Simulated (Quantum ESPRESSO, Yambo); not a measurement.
Quasiparticle gap of CsHgF₃

Space group Pm-3m (No. 221); a = 4.5954 Å, b = 4.5954 Å, c = 4.5954 Å, α = 90.00°, β = 90.00°, γ = 90.00°

```csv
atom,site,symmetry,x,y,z
F,3c,4/mm.m,0.0000,0.5000,0.5000
Cs,1a,m-3m,0.0000,0.0000,0.0000
Hg,1b,m-3m,0.5000,0.5000,0.5000
```

The geometry is that of Materials Project entry mp-561947, symmetrised and not relaxed again.

Starting point: LDA (Quantum ESPRESSO, PseudoDojo norm-conserving, 84 Ry, no spin-orbit coupling). G0W0 in Yambo: 4×4×4 Γ-centred k mesh, bands 5 to 147 and a 7 Ry block in the screening, 147 bands in G with the Bruneval-Gonze terminator, plasmon pole fitted at 27.2 eV.

| Property | Result |
|---|---|
| LDA gap along the band path | 0.45 eV |
| LDA gap between the mesh's edge points (R → Γ) | 0.45 eV |
| G0W0 gap between the same points | 2.47 eV |
| LDA smallest direct gap on the mesh (at Γ) | 2.48 eV |
| G0W0 direct gap at that point | 4.94 eV |

| k point | band | E LDA (eV) | E QP (eV) | shift (eV) | Z |
|---|---|---|---|---|---|
| Γ | VB | -2.04 | -3.46 | -1.43 | 0.76 |
| Γ | CB | 0.45 | 1.48 | 1.03 | 0.84 |
| R | VB | 0.00 | -1.00 | -1.00 | 0.80 |
| R | CB | 5.31 | 6.91 | 1.60 | 0.81 |

Energies count from the LDA valence-band maximum.

Nearest settings tried, and what they do to the gap: 116 bands in W, 116 bands in G: +61 meV; 6 Ry block (179 vectors against 251): +0 meV; 2×2×2 mesh: +1 meV. So the settings aren't converged at that level.

Without spin-orbit coupling, band edges of such heavy elements can be off by tenths of an eV. The cell is held in this high symmetry; tilts and polar distortions were not searched.
